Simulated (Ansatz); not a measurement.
Values for one crystal, relaxed and computed with r²SCAN (plane waves, PAW; program Ansatz); other levels are named.

```yaml
volume_per_atom: 24.06 Å³
electronic_character: metallic (no gap)
Density of states at the Fermi level: 0.45 states/eV per atom (mean over ±0.08 eV)
Formation energy from the elements (no fitted shifts): -0.38 eV/atom
```

**Question.** Which of these materials gives this?
A. EuAgSb, P6_3/mmc (Sb on 2c, Eu on 2a, Ag on 2d)
B. NiGePd, P4/nmm (Ni on 2a, Ge on 2c, Pd on 2c)
C. SbTePd, P2_13 (Sb on 4a, Te on 4a, Pd on 4a)
D. Zr5Sb3S, P6_3/mcm (Zr on 4d, Zr on 6g, Sb on 6g, S on 2b)

**Answer.** C, SbTePd, P2_13 (Sb on 4a, Te on 4a, Pd on 4a)

The workflow started from a Materials Project entry (that database holds measured and hypothetical structures alike); the Crystallography Open Database files this formula in space group No. 198, but the cells were not matched. Its standing as an ambient phase is unchecked. The cell was relaxed with r²SCAN under the symmetry of its start; its stability against distortions is not shown here. No spin polarisation was allowed. The references are the lowest solids computed at this level, not always the standard phases. Scalar-relativistic: spin–orbit coupling is off unless named, which matters more the heavier the elements.

Potentials: the later of the program's two PAW sets.
